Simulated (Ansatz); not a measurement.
Y$_{5}$Ge$_{3}$:
```yaml
crystal:
  lattice:
    - [8.42165, 0.00000, 0.00000]
    - [-4.21082, 7.29336, 0.00000]
    - [0.00000, 0.00000, 6.33358]
  atoms:
    - { symbol: Y, position: [0.00000, 0.75745, 0.75000] }
    - { symbol: Y, position: [0.00000, 0.24255, 0.25000] }
    - { symbol: Y, position: [0.24255, 0.00000, 0.25000] }
    - { symbol: Y, position: [0.75745, 0.00000, 0.75000] }
    - { symbol: Y, position: [0.24255, 0.24255, 0.75000] }
    - { symbol: Y, position: [0.75745, 0.75745, 0.25000] }
    - { symbol: Y, position: [0.33333, 0.66667, 0.50000] }
    - { symbol: Y, position: [0.66667, 0.33333, 0.50000] }
    - { symbol: Y, position: [0.66667, 0.33333, 0.00000] }
    - { symbol: Y, position: [0.33333, 0.66667, 0.00000] }
    - { symbol: Ge, position: [0.39413, 0.00000, 0.75000] }
    - { symbol: Ge, position: [0.60587, 0.00000, 0.25000] }
    - { symbol: Ge, position: [0.39413, 0.39413, 0.25000] }
    - { symbol: Ge, position: [0.60587, 0.60587, 0.75000] }
    - { symbol: Ge, position: [0.00000, 0.39413, 0.75000] }
    - { symbol: Ge, position: [0.00000, 0.60587, 0.25000] }
```

This is the PBEsol-relaxed structure. Cartesian axes are those of the cell as given.

Question: All from plane-wave PAW PBEsol (Ansatz code), unless another level is named. Estimate the Hill bulk and shear moduli.

Answer: 75.7 and 54.1 GPa.

Question: Predict the elastic constants (relaxed ions, GPa).

Answer: C11 = 170, C12 = 45.3, C13 = 35.2, C33 = 121, C44 = 48.1.

Space group P6_3/mcm. The first step of the workflow began from a Materials Project structure, measured or hypothetical; the Crystallography Open Database copy checked does not list it. Its standing as an ambient phase is unchecked. Symmetry was held in the PBEsol relaxation; whether a distortion lowers the energy is not shown. The run is not spin-polarised. As this level gives no gap, shear constants depend on the k-mesh and smearing (Fermi–Dirac, 0.1 eV here).

Potentials: the later of the program's two PAW sets.
